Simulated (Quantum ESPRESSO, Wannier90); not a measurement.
Tight-binding from DFT: ScTlTe$_{2}$ (R-3m)

```
begin unit_cell_cart
ang
   -2.1369001362    3.7012196067    0.0000000000
   -4.2738002725    0.0000000000    0.0000000000
   -2.1369001362    1.2337398689    8.0731670000
end unit_cell_cart
begin atoms_frac
Sc   0.0000000000  0.0000000000  0.0000000000
Tl   0.5000000000  0.5000000000  0.5000000000
Te   0.2655200000  0.2655200000  0.2034400000
Te  -0.2655200000 -0.2655200000 -0.2034400000
end atoms_frac
```

Structure: Materials Project mp-13314, symmetrised, not relaxed again. Not found in the COD (Crystallography Open Database) copy used; not checked further. Level: PBEsol, no spin polarisation, no spin-orbit coupling; pw.x of Quantum ESPRESSO at 66 Ry with PseudoDojo potentials, 4×4×4 k-points, Wannier90. Density: 8×8×8 mesh, cold smearing 0.01 Ry. Spin-orbit coupling is left out although heavy elements are present.

A tight-binding model is made by disentanglement and projection with no localisation steps (num_iter = 0), so the 19 orbitals stay atom-like: hydrogen-like Sc: s;p;d; Tl: s;p; Te: p, axes along x, y, z; frozen window up to 1.50 eV relative to the Fermi level. It follows pw.x to 20 meV rms for states up to 1.0 eV relative to the Fermi level. Matrix elements depend on this choice of orbitals and windows.

Q: What are the on-site energies relative to the Fermi level, and how fast do the hoppings decay?

A: 
```tsv
atom	orbitals	energy (eV)
Sc1	s	3.05
Sc1	pz	5.09
Sc1	px py	5.29
Sc1	dz2	0.67
Sc1	dxz dyz	0.96
Sc1	dx2-y2 dxy	0.79
Tl2	s	-5.33
Tl2	pz	2.73
Tl2	px py	2.16
Te3	pz	-0.76
Te3	px py	-0.57
Te4	pz	-0.76
Te4	px py	-0.57
```

| distance of the centres (Å) | largest modulus (eV) |
|---|---|
| 2–3 | 0.89 |
| 3–4 | 1.5 |
| 4–5 | 0.70 |
| 5–6 | 0.080 |
| 6–7 | 0.24 |
